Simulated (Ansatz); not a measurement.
Ansatz input

```yaml
crystal:
  lattice:
    - [3.7014042949, 0.0, 0.0]
    - [0.0, 3.7014042949, 0.0]
    - [0.0, 0.0, 3.7014042949]
  atoms:
    - { symbol: Ba, position: [0.0, 0.0, 0.0] }
hamiltonian:
  xc: lda
  pseudopotentials:
    kind: paw_fr
    azcp:
      Ba: "pseudopotentials/Ba.paw.azcp"
basis:
  ecutwfc: 420
  fft_grid_basis: typed
kpoints:
  mp_grid: { grid: [9, 9, 9], shift: [0, 0, 0] }
magnetization:
  noncollinear: true
  spin_orbit: true
scf:
  occupations: { method: fermi_dirac, width: 0.1 }
```

Output

```
Warning: the record states the generating functional pbe (its physics header spells it `PBE`), which answers neither for hamiltonian.xc's functional nor for the lda family's — results may be inconsistent (PPs are generated against a specific XC)
Engine: ansatz 0.2.0, aarch64-unknown-linux-gnu
Pseudopotentials: kind: paw_fr
Pseudopotential: Ba, paw_fr, valence charge 10, recommended cutoff 420 eV (normal) 
Functional definition: SPW92
  exchange = slater_x
  correlation = pw_c
non-collinear run that drives no moment, with spin-orbit: no starting moment large enough to seed its density (crystal.atoms[].spin), no starting occupations that ask for one, no magnetisation constraint and no magnetic field, so the semilocal B_xc is pinned to zero
Crystal: 1 atoms, lattice volume = 50.711 Å³
Basis set: ecut = 420 eV, 1021 PW (Γ)
Bands: 18, of which v1, the nominal top of the filled ones, is band 10 counted from 1 (9 counted from 0)
Symmetry: 48 space group operations + 48 with time reversal
Magnetic group: BNS 221.93 (UNI 1595), of the structure as read, at distance tolerance 3.7e-5 Å
k-points: 35 of 729
Projection manifold: j_resolved (fully-relativistic pseudo-atomic orbitals)
Non-local potential: Ba, projectors of the file, l = 0: 3, l = 1: 4, l = 2: 4, l = 3: 4
PAW form: soft (Blöchl's): semilocal exchange-correlation on the pseudo side does not see the compensation charge
PAW frozen core: Ba, regenerated for the run's functional, and the local potential with it (the file was generated under x = pbe(κ = 0.804, μ = 0.2195149727645171), c = pbe(β = 0.06672455060314922))
PAW one-centre angular grid: Ba, 194 points (default); XC on 64 Gauss nodes
Initial density: superposition of atomic densities (chi_scale 0.1, normalization cell)
Initial wavefunctions: pseudopotential atomic-orbital guess
Functional: x = slater, c = lda
SCF iter   1: F=—  HF=-5783.914761 eV  |F-HF|=—  |Δ(HF+E_count)|=         —  Δρ=7.38e-3  dr2=3.34e-2  dr2_m=0.00e0 (ungated)  ethr=3.10e-3  |M|=0.00e0 ∫|m|=0.00e0 μB  |m|>n=0.0e0 m-floor=0.0e0 τ_xc=0.0e0  β_m=0.30  ⟨swp⟩=8.3  Hψ=2229  notcnv=0
SCF iter   2: F=—  HF=-5783.912165 eV  |F-HF|=—  |Δ(HF+E_count)|=   2.60e-3  Δρ=5.86e-3  dr2=2.40e-2  dr2_m=0.00e0 (ungated)  ethr=3.34e-4  |M|=0.00e0 ∫|m|=0.00e0 μB  |m|>n=0.0e0 m-floor=0.0e0 τ_xc=0.0e0  β_m=0.46  ⟨swp⟩=1.1  Hψ=460  notcnv=0
SCF iter   3: F=—  HF=-5783.906523 eV  |F-HF|=—  |Δ(HF+E_count)|=   5.64e-3  Δρ=1.59e-3  dr2=1.71e-3  dr2_m=0.00e0 (ungated)  ethr=2.40e-4  |M|=0.00e0 ∫|m|=0.00e0 μB  |m|>n=0.0e0 m-floor=0.0e0 τ_xc=0.0e0  β_m=0.50  ⟨swp⟩=2.8  Hψ=637  notcnv=0
SCF iter   4: F=—  HF=-5783.906510 eV  |F-HF|=—  |Δ(HF+E_count)|=   1.30e-5  Δρ=1.19e-3  dr2=8.81e-4  dr2_m=0.00e0 (ungated)  ethr=1.71e-5  |M|=0.00e0 ∫|m|=0.00e0 μB  |m|>n=0.0e0 m-floor=0.0e0 τ_xc=0.0e0  β_m=0.75  ⟨swp⟩=1.0  Hψ=313  notcnv=0
SCF iter   5: F=—  HF=-5783.906278 eV  |F-HF|=—  |Δ(HF+E_count)|=   2.32e-4  Δρ=4.89e-4  dr2=2.02e-4  dr2_m=0.00e0 (ungated)  ethr=8.81e-6  |M|=0.00e0 ∫|m|=0.00e0 μB  |m|>n=0.0e0 m-floor=0.0e0 τ_xc=0.0e0  β_m=0.77  ⟨swp⟩=2.0  Hψ=612  notcnv=0
SCF iter   6: F=—  HF=-5783.906195 eV  |F-HF|=—  |Δ(HF+E_count)|=   8.33e-5  Δρ=1.66e-4  dr2=2.31e-5  dr2_m=0.00e0 (ungated)  ethr=2.02e-6  |M|=0.00e0 ∫|m|=0.00e0 μB  |m|>n=0.0e0 m-floor=0.0e0 τ_xc=0.0e0  β_m=0.88  ⟨swp⟩=2.4  Hψ=498  notcnv=0
SCF iter   7: F=—  HF=-5783.906185 eV  |F-HF|=—  |Δ(HF+E_count)|=   9.98e-6  Δρ=2.22e-5  dr2=3.96e-7  dr2_m=0.00e0 (ungated)  ethr=2.31e-7  |M|=0.00e0 ∫|m|=0.00e0 μB  |m|>n=0.0e0 m-floor=0.0e0 τ_xc=0.0e0  β_m=0.88  ⟨swp⟩=2.3  Hψ=490  notcnv=0  defer=2
SCF iter   8: F=-5783.906184 eV  HF=-5783.906184 eV  |F-HF|=8.79e-10  |Δ(HF+E_count)|=   1.75e-7  Δρ=1.29e-6  dr2=1.14e-9  dr2_m=0.00e0 (ungated)  ethr=1.00e-9  |M|=0.00e0 ∫|m|=0.00e0 μB  |m|>n=0.0e0 m-floor=0.0e0 τ_xc=0.0e0  ⟨swp⟩=3.0  Hψ=776  notcnv=0
SCF 1 converged in 8 iterations: F = -5783.906184 eV  dr2 = 1.14e-9
SCF converged after 8 iterations
Magnetization: |M| = 0.0000 μB,  M = (+0.0000, +0.0000, +0.0000) μB
Absolute magnetization: 0.0000 μB (∫|m|)
  site 0: m = (+0.0000, +0.0000, +0.0000) μB, |m| = 0.0000 μB  (R = 1.53 Å)
Free energy (F): -5783.906184 eV
Harris-Foulkes:  -5783.906184 eV  (|F-HF|=8.79e-10)
Internal energy: -5783.865277 eV  (E = F + TS)
E sigma→0 (E₀):  -5783.885731 eV
Entropy (-TS):   -0.040907 eV (-40.907 meV/atom)
Fermi energy:    7.273091 eV
--- Per-component energies (eV) ---
  E_band       = -70.114689
  E_kinetic    = 168.520819
  E_local      = -340.516634  (includes V_loc(G=0)·N_el)
  E_nonlocal   = 60.418055
  E_hartree    = 107.655732
  E_xc         = -166.121229
  E_vxc        = -134.875065  (∫ρ·V_xc dr)
  E_paw        = -5062.206009  (= ΣΔE_a)
  E_vpaw       = -38.973941  (= ΣTr[D̂ρ^β])
  E_aug_tail   = -0.000002  (compensation charges beyond the density's cutoff)
  E_ewald      = -551.899692
  E_core_change = 0.283684  (= ΣΔE_core)
  E_smearing   = -0.040907  (= −TS)
  E_closure    = 0.000000  (closes the sum)
  Σ components = -5783.906184   (vs F -5783.906184, Δ=0.00e0)
```
